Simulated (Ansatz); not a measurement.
CdF2:
```
CdF2
1.0
    0.00000     2.70915     2.70915
    2.70915     0.00000     2.70915
    2.70915     2.70915     0.00000
Cd F
1 2
Direct
  0.00000   0.00000   0.00000
  0.25000   0.25000   0.25000
  0.75000   0.75000   0.75000
```

Relaxed with HSE06. Special points in fractions of this cell's reciprocal vectors: Γ (0.000, 0.000, 0.000); X (0.500, 0.000, 0.500); U (0.625, 0.250, 0.625); K (0.375, 0.375, 0.750); L (0.500, 0.500, 0.500); W (0.500, 0.250, 0.750).

### Question
List the band energies nearest the valence-band maximum at these points for the program Ansatz at the HSE06 level (PAW).

### Answer
In eV from the valence-band maximum; about four levels below and three above (degenerate sets whole), none deeper than 8.9 eV; … stands for higher levels left out; points with the same levels are listed once.

| k | below | above |
|---|---|---|
| Γ | -0.97 -0.97 -0.97 -0.60 -0.60 -0.60 | 5.14 … |
| X | -3.02 -3.02 -0.51 -0.09 -0.09 | 10.31 11.81 … |
| U | -2.42 -0.95 -0.35 -0.22 | 10.26 12.93 … |
| L | -1.87 -1.87 -0.46 -0.46 | 9.39 11.18 … |
| W | -1.57 -1.57 -0.60 0.00 | 10.38 13.50 … |

Space group Fm-3m (fluorite). The cell was relaxed with HSE06 under the symmetry of its start. The hybrid was solved on a coarse mesh, the path and, where they were found, the r²SCAN edge points; its band edges are the extreme levels among these. Spin–orbit coupling is left out wherever it is not named.

Potentials: the earlier of the program's two PAW sets. The files were generated under PBE; for other functionals the program regenerates the frozen cores, and for LDA and PBEsol the local potential too.
